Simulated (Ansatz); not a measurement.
## Data sheet: CoGe₂ (DFT)

CoGe₂:
```yaml
crystal:
  lattice:
    - [4.56200, 0.00000, 0.00000]
    - [-2.28100, 3.95081, 0.00000]
    - [0.00000, 0.00000, 2.60566]
  atoms:
    - { symbol: Co, position: [0.00000, 0.00000, 0.00000] }
    - { symbol: Ge, position: [0.33333, 0.66667, 0.50000] }
    - { symbol: Ge, position: [0.66667, 0.33333, 0.50000] }
```
The run is spin-polarised; directions of the spins, atom by atom: ↑ 0 0.

Space group P6/mmm (No. 191); conventional cell a = b = 4.5620 Å, c = 2.6057 Å, α = β = 90.00°, γ = 120.00°.

Method: PBE in the plane-wave PAW code Ansatz. Geometry: relaxed at this level of theory. Other levels are named where they apply.

**Cell and energy**

| Property | Result |
|---|---|
| Volume per atom | 15.65 Å³ |
| Density | 7.22 g/cm³ |
| Formation energy from the elements (no fitted shifts) | 0.49 eV/atom |

**Electronic structure**

| Quantity | Result |
|---|---|
| Electronic character | metallic (no gap) |
| Density of states at the Fermi level | 0.82 states/eV per atom (mean over ±0.08 eV) |

**Magnetism**

| Item | Result |
|---|---|
| Magnetic order | ferromagnetic |
| Net moment | 0.55 μB per atom |

**Mechanics**

| Quantity | Result |
|---|---|
| Bulk modulus (Birch–Murnaghan fit) | 901 kbar |
| Pressure derivative B′ | 4.5 |

A made-up cell: these elements were put on the sites of a structure type; neither database checked (COD, Materials Project) lists it. Whether it is the stable phase at ambient conditions was not checked. Symmetry was held in the PBE relaxation; its stability against distortions is not shown here. Magnetic state: ferromagnetic, chosen from 5 collinear starts compared on coarse meshes (ties went to the first, and starts can fall back to one state), not a proven ground state. The references are the lowest solids computed at this level, not always the standard phases. Spin–orbit coupling is left out wherever it is not named.

Potentials: the later of the program's two PAW sets.
